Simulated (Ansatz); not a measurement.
GaAs:
```xyz
2
Lattice="0.0000 2.8332 2.8332 2.8332 0.0000 2.8332 2.8332 2.8332 0.0000" Properties=species:S:1:pos:R:3 pbc="T T T"
As     4.2499     4.2499     4.2499
Ga     0.0000     0.0000     0.0000
```

r²SCAN (plane waves, PAW; program Ansatz) gives a gap of 0.96 eV without spin–orbit coupling, maximum at Γ, minimum at Γ.

Q: What happens when spin–orbit coupling is switched on?

A: The gap drops by 0.10 eV, to 0.86 eV; maximum at Γ, minimum at Γ.

Q: How large is the spin–orbit splitting of the valence top at Γ?

A: The fourfold level lies 0.33 eV above the split-off pair.

Q: Give the electron effective mass with spin–orbit coupling.

A: 0.050 mₑ (isotropic).

Q: Give the hole effective mass with spin–orbit coupling, band 1 of 2 at the edge.

A: 0.32 along [100], 0.59 along [110], 0.78 along [111] (mₑ).

Q: Give the hole effective mass with spin–orbit coupling, band 2 of 2 at the edge.

A: 0.063 along [100], 0.058 along [110], 0.057 along [111] (mₑ).

Q: Give the Z2 indices of the occupied bands with spin–orbit coupling.

A: 0;(000).

Space group F-43m (zinc blende). The cell was relaxed with r²SCAN under the symmetry of its start; phonons on a q-mesh show no instability.

Potentials: the later of the program's two PAW sets.
